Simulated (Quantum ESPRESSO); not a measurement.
ZrTi2HfO8, finding a planted mistake in a log

Simulated, not a measurement. The program is pw.x of Quantum ESPRESSO 7.5 (plane-wave density functional theory). The cell is made up: 12 atoms on a fluorite lattice, with randomly drawn elements, strain and displacements, not relaxed. PseudoDojo standard norm-conserving files (v0.5 for PBE, v0.4.1 for LDA and PBEsol) set the functional; there is no spin polarisation, spin-orbit coupling or dispersion term, and the masses in the input are unused placeholders.

The hafnium pseudopotential is less sure than the others, with forces about 3 percent (worst 6) and pressure in oxides about 1.5 GPa (worst 2.7) from a second method in checks, which no rerun with the same files tests.

Intended input:

```
&control calculation='scf', pseudo_dir='./dojo.nc.sr.pbe.v0_5.standard.upf', outdir='./o', disk_io='medium', tprnfor=.true., tstress=.true. /
&system ibrav=0, nat=12, ntyp=4, nbnd=54, ecutwfc=84.00895049, nosym=.true., tot_charge=0,
 occupations='smearing', smearing='fd', degauss=0.0018374661
/
&electrons conv_thr=7.350e-09, electron_maxstep=60, /
ATOMIC_SPECIES
Hf 1.0 Hf.upf
O 1.0 O.upf
Ti 1.0 Ti.upf
Zr 1.0 Zr.upf
CELL_PARAMETERS angstrom
5.0696 0.0 0.0
0.0 5.0696 0.0
0.0 0.0 5.0696
ATOMIC_POSITIONS angstrom
Zr -0.0176 -0.0772 -0.0285
Ti 0.1077 2.4047 2.6189
Hf 2.5464 -0.1313 2.5035
Ti 2.5589 2.6239 -0.1055
O 1.2717 1.2894 1.3182
O 1.1837 1.2991 3.7323
O 1.3086 3.9581 1.3243
O 1.2336 3.8168 3.7184
O 3.638 1.1339 1.2306
O 3.7092 1.2324 3.8055
O 3.6644 3.7159 1.2531
O 3.9108 3.7296 4.0053
K_POINTS automatic
4 4 4 1 1 1
```

The log is shortened where brackets say so; the opening notice, blank lines, dates and the lines on written files are dropped, and the path of the files is cut. It prints rydbergs, bohrs and kilobars, and counts compression as positive stress. Where no state is partly filled, the Fermi energy that it prints is only some level between the filled and the empty states on the mesh, and need not lie in the true gap.

Log of the intended run:

```
     Program PWSCF v.7.5
     Parallel version (MPI & OpenMP), running on       1 processor cores
     Number of MPI processes:                 1
     Threads/MPI process:                     1
     [start-up lines left out]
     bravais-lattice index     =            0
     lattice parameter (alat)  =       9.5802  a.u.
     unit-cell volume          =     879.2607 (a.u.)^3
     number of atoms/cell      =           12
     number of atomic types    =            4
     number of electrons       =        96.00
     number of Kohn-Sham states=           54
     kinetic-energy cutoff     =      84.0090  Ry
     charge density cutoff     =     336.0358  Ry
     scf convergence threshold =      7.3E-09
     mixing beta               =       0.7000
     number of iterations used =            8  plain     mixing
     Exchange-correlation= PBE
                           (   1   4   3   4   0   0   0)
     [axes and pseudopotential details left out]
   Cartesian axes
     site n.     atom                  positions (alat units)
         1        Zr     tau(   1) = (  -0.0034717  -0.0152280  -0.0056217  )
         2        Ti     tau(   2) = (   0.0212443   0.4743372   0.5165891  )
         3        Hf     tau(   3) = (   0.5022881  -0.0258995   0.4938259  )
         4        Ti     tau(   4) = (   0.5047538   0.5175754  -0.0208103  )
         5        O      tau(   5) = (   0.2508482   0.2543396   0.2600205  )
         6        O      tau(   6) = (   0.2334898   0.2562530   0.7362119  )
         7        O      tau(   7) = (   0.2581269   0.7807519   0.2612238  )
         8        O      tau(   8) = (   0.2433328   0.7528799   0.7334701  )
         9        O      tau(   9) = (   0.7176109   0.2236666   0.2427410  )
        10        O      tau(  10) = (   0.7316554   0.2430961   0.7506509  )
        11        O      tau(  11) = (   0.7228184   0.7329770   0.2471793  )
        12        O      tau(  12) = (   0.7714218   0.7356793   0.7900623  )
     number of k points=    32  Fermi-Dirac smearing, width (Ry)=  0.0018
                       cart. coord. in units 2pi/alat
        k(    1) = (   0.1250000   0.1250000   0.1250000), wk =   0.0625000
        k(    2) = (   0.1250000   0.1250000   0.3750000), wk =   0.0625000
     [further k points left out]
     Dense  grid:    91623 G-vectors     FFT dimensions: (  60,  60,  60)
     Estimated max dynamical RAM per process >     156.38 MB
     Initial potential from superposition of free atoms
     starting charge      95.9926, renormalised to      96.0000
     Starting wfcs are   72 randomized atomic wfcs
     total cpu time spent up to now is       25.4 secs
     per-process dynamical memory:    92.3 Mb
     Self-consistent Calculation
     iteration #  1     ecut=    84.01 Ry     beta= 0.70
     Davidson diagonalization with overlap
     ethr =  1.00E-02,  avg # of iterations =  2.0
     total cpu time spent up to now is       69.3 secs
     total energy              =    -714.26958064 Ry
     estimated scf accuracy    <       5.76329275 Ry
     iteration #  2     ecut=    84.01 Ry     beta= 0.70
     Davidson diagonalization with overlap
     ethr =  6.00E-03,  avg # of iterations =  8.2
     total cpu time spent up to now is      131.9 secs
     total energy              =    -706.54772482 Ry
     estimated scf accuracy    <      88.71313640 Ry
     [iterations 3 to 21 left out]
     iteration # 22     ecut=    84.01 Ry     beta= 0.70
     Davidson diagonalization with overlap
     ethr =  6.60E-10,  avg # of iterations =  1.6
     total cpu time spent up to now is      920.4 secs
     total energy              =    -717.38326147 Ry
     estimated scf accuracy    <       0.00000008 Ry
     iteration # 23     ecut=    84.01 Ry     beta= 0.70
     Davidson diagonalization with overlap
     ethr =  8.81E-11,  avg # of iterations =  5.8
     total cpu time spent up to now is      963.7 secs
     End of self-consistent calculation
     [lines on levels left out]
     the Fermi energy is    11.7019 ev
!    total energy              =    -717.38326150 Ry
     estimated scf accuracy    <          6.6E-09 Ry
     smearing contrib. (-TS)   =      -0.00000000 Ry
     internal energy E=F+TS    =    -717.38326150 Ry
     The total energy is F=E-TS. E is the sum of the following terms:
     one-electron contribution =    -163.85914724 Ry
     hartree contribution      =     135.76595588 Ry
     xc contribution           =    -150.38040024 Ry
     ewald contribution        =    -538.90966989 Ry
     convergence has been achieved in  23 iterations
     Forces acting on atoms (cartesian axes, Ry/au):
     atom    1 type  4   force =    -0.00455420    0.07830503    0.08436564
     atom    2 type  3   force =     0.01496315   -0.05064713   -0.03090883
     atom    3 type  1   force =     0.03512016    0.08429485   -0.01899724
     atom    4 type  3   force =     0.04573795   -0.03678595    0.05818106
     atom    5 type  2   force =    -0.05704092    0.07220947   -0.00167989
     atom    6 type  2   force =    -0.01248677    0.01828384    0.03462956
     atom    7 type  2   force =    -0.09048802   -0.08964933   -0.08023734
     atom    8 type  2   force =     0.03435879   -0.05852540    0.04400331
     atom    9 type  2   force =     0.06199916    0.03356996   -0.01449280
     atom   10 type  2   force =     0.01110903    0.04274316   -0.00945444
     atom   11 type  2   force =     0.04231636   -0.04638144    0.02679746
     atom   12 type  2   force =    -0.08103469   -0.04741706   -0.09220649
     Total force =     0.317974     Total SCF correction =     0.000144
     Computing stress (Cartesian axis) and pressure
          total   stress  (Ry/bohr**3)                   (kbar)     P=      -47.98
  -0.00031979   0.00024080   0.00005277          -47.04       35.42        7.76
   0.00024080  -0.00041034   0.00010915           35.42      -60.36       16.06
   0.00005277   0.00010915  -0.00024842            7.76       16.06      -36.54
     init_run     :     23.25s CPU     25.14s WALL (       1 calls)
     electrons    :    892.91s CPU    938.29s WALL (       1 calls)
     forces       :      5.82s CPU      5.89s WALL (       1 calls)
     stress       :     18.56s CPU     19.21s WALL (       1 calls)
     [timing details left out]
     PWSCF        :  15m40.86s CPU  16m30.36s WALL
     JOB DONE.
```

A second run was made from an input with one planted mistake. Its log:

```
     Program PWSCF v.7.5
     Parallel version (MPI & OpenMP), running on       4 processor cores
     Number of MPI processes:                 4
     Threads/MPI process:                     1
     [start-up lines left out]
     bravais-lattice index     =            0
     lattice parameter (alat)  =       9.5218  a.u.
     unit-cell volume          =     863.2808 (a.u.)^3
     number of atoms/cell      =           12
     number of atomic types    =            4
     number of electrons       =        96.00
     number of Kohn-Sham states=           54
     kinetic-energy cutoff     =      84.0090  Ry
     charge density cutoff     =     336.0358  Ry
     scf convergence threshold =      7.3E-09
     mixing beta               =       0.7000
     number of iterations used =            8  plain     mixing
     Exchange-correlation= PBE
                           (   1   4   3   4   0   0   0)
     [axes and pseudopotential details left out]
   Cartesian axes
     site n.     atom                  positions (alat units)
         1        Zr     tau(   1) = (  -0.0034731  -0.0152222  -0.0056165  )
         2        Ti     tau(   2) = (   0.0212356   0.4743287   0.5165817  )
         3        Hf     tau(   3) = (   0.5022923  -0.0258995   0.4938178  )
         4        Ti     tau(   4) = (   0.5047532   0.5175740  -0.0208189  )
         5        O      tau(   5) = (   0.2508385   0.2543315   0.2600274  )
         6        O      tau(   6) = (   0.2334928   0.2562566   0.7362018  )
         7        O      tau(   7) = (   0.2581221   0.7807569   0.2612182  )
         8        O      tau(   8) = (   0.2433366   0.7528728   0.7334630  )
         9        O      tau(   9) = (   0.7176057   0.2236688   0.2427412  )
        10        O      tau(  10) = (   0.7316570   0.2430984   0.7506500  )
        11        O      tau(  11) = (   0.7228055   0.7329668   0.2471868  )
        12        O      tau(  12) = (   0.7714093   0.7356659   0.7900649  )
     number of k points=    32  Fermi-Dirac smearing, width (Ry)=  0.0018
                       cart. coord. in units 2pi/alat
        k(    1) = (   0.1250000   0.1250000   0.1250000), wk =   0.0625000
        k(    2) = (   0.1250000   0.1250000   0.3750000), wk =   0.0625000
     [further k points left out]
     Dense  grid:    89727 G-vectors     FFT dimensions: (  60,  60,  60)
     Estimated max dynamical RAM per process >     227.95 MB
     Estimated total dynamical RAM >     846.10 MB
     Initial potential from superposition of free atoms
     starting charge      95.9926, renormalised to      96.0000
     Starting wfcs are   72 randomized atomic wfcs
     total cpu time spent up to now is        3.3 secs
     per-process dynamical memory:   159.2 Mb
     Self-consistent Calculation
     iteration #  1     ecut=    84.01 Ry     beta= 0.70
     Davidson diagonalization with overlap
     ethr =  1.00E-02,  avg # of iterations =  2.0
     total cpu time spent up to now is        7.6 secs
     total energy              =    -714.32250560 Ry
     estimated scf accuracy    <       5.70126821 Ry
     iteration #  2     ecut=    84.01 Ry     beta= 0.70
     Davidson diagonalization with overlap
     ethr =  5.94E-03,  avg # of iterations =  8.1
     total cpu time spent up to now is       15.8 secs
     total energy              =    -706.70385432 Ry
     estimated scf accuracy    <      85.83394612 Ry
     [iterations 3 to 21 left out]
     iteration # 22     ecut=    84.01 Ry     beta= 0.70
     Davidson diagonalization with overlap
     ethr =  1.07E-10,  avg # of iterations =  1.5
     total cpu time spent up to now is      122.6 secs
     total energy              =    -717.38631523 Ry
     estimated scf accuracy    <       0.00000007 Ry
     iteration # 23     ecut=    84.01 Ry     beta= 0.70
     Davidson diagonalization with overlap
     ethr =  7.19E-11,  avg # of iterations =  3.8
     total cpu time spent up to now is      127.2 secs
     End of self-consistent calculation
     [lines on levels left out]
     the Fermi energy is    12.0809 ev
!    total energy              =    -717.38631523 Ry
     estimated scf accuracy    <          6.1E-09 Ry
     smearing contrib. (-TS)   =      -0.00000000 Ry
     internal energy E=F+TS    =    -717.38631523 Ry
     The total energy is F=E-TS. E is the sum of the following terms:
     one-electron contribution =    -159.09562314 Ry
     hartree contribution      =     134.46752584 Ry
     xc contribution           =    -150.54372920 Ry
     ewald contribution        =    -542.21448873 Ry
     convergence has been achieved in  23 iterations
     Forces acting on atoms (cartesian axes, Ry/au):
     atom    1 type  4   force =    -0.00252582    0.08397055    0.08879092
     atom    2 type  3   force =     0.01004036   -0.04807226   -0.03540611
     atom    3 type  1   force =     0.03883998    0.08861741   -0.01304552
     atom    4 type  3   force =     0.04283906   -0.04017060    0.06045380
     atom    5 type  2   force =    -0.05748893    0.07521487   -0.00367254
     atom    6 type  2   force =    -0.00960800    0.01731965    0.03823742
     atom    7 type  2   force =    -0.09566933   -0.09721774   -0.08435732
     atom    8 type  2   force =     0.03448901   -0.06201361    0.04587187
     atom    9 type  2   force =     0.06486267    0.03851652   -0.01586674
     atom   10 type  2   force =     0.01152470    0.04542287   -0.00974724
     atom   11 type  2   force =     0.04664747   -0.05061610    0.02783325
     atom   12 type  2   force =    -0.08395115   -0.05097156   -0.09909180
     Total force =     0.334877     Total SCF correction =     0.000183
     Computing stress (Cartesian axis) and pressure
          total   stress  (Ry/bohr**3)                   (kbar)     P=       -8.00
  -0.00004606   0.00026427   0.00006065           -6.78       38.87        8.92
   0.00026427  -0.00014434   0.00012513           38.87      -21.23       18.41
   0.00006065   0.00012513   0.00002735            8.92       18.41        4.02
     init_run     :      3.06s CPU      3.19s WALL (       1 calls)
     electrons    :    123.32s CPU    123.92s WALL (       1 calls)
     forces       :      1.03s CPU      1.05s WALL (       1 calls)
     stress       :      3.30s CPU      3.40s WALL (       1 calls)
     [timing details left out]
     PWSCF        :   2m10.87s CPU   2m11.76s WALL
     JOB DONE.
```

Question: what was wrong in the second input?

Answer: the cell and the positions are scaled by a wrong factor. The input lines that differ, file-writing options aside:

```
- 5.0696 0.0 0.0
+ 5.0387 0.0 0.0
- 0.0 5.0696 0.0
+ 0.0 5.0387 0.0
- 0.0 0.0 5.0696
+ 0.0 0.0 5.0387
- Zr -0.0176 -0.0772 -0.0285
+ Zr -0.0175 -0.0767 -0.0283
- Ti 0.1077 2.4047 2.6189
+ Ti 0.107 2.39 2.6029
- Hf 2.5464 -0.1313 2.5035
+ Hf 2.5309 -0.1305 2.4882
- Ti 2.5589 2.6239 -0.1055
+ Ti 2.5433 2.6079 -0.1049
- O 1.2717 1.2894 1.3182
+ O 1.2639 1.2815 1.3102
- O 1.1837 1.2991 3.7323
+ O 1.1765 1.2912 3.7095
- O 1.3086 3.9581 1.3243
+ O 1.3006 3.934 1.3162
- O 1.2336 3.8168 3.7184
+ O 1.2261 3.7935 3.6957
- O 3.638 1.1339 1.2306
+ O 3.6158 1.127 1.2231
- O 3.7092 1.2324 3.8055
+ O 3.6866 1.2249 3.7823
- O 3.6644 3.7159 1.2531
+ O 3.642 3.6932 1.2455
- O 3.9108 3.7296 4.0053
+ O 3.8869 3.7068 3.9809
```

```
                                            intended run  run with the mistake
                          free energy (eV)     -9760.497             -9760.538
                    smearing term -TS (eV)        0.0000                0.0000
                            pressure (GPa)         -4.80                 -0.80
            largest force component (eV/Å)         2.371                 2.548
largest change of a force component (eV/Å)                               0.195
                                iterations            23                    23
```

For scale, a rerun of the intended cell at a cutoff of 1467 eV and k mesh 6 x 6 x 6 moved values by no more than 0.002 eV in energy, 0.05 GPa in stress and 0.004 eV/Å in force.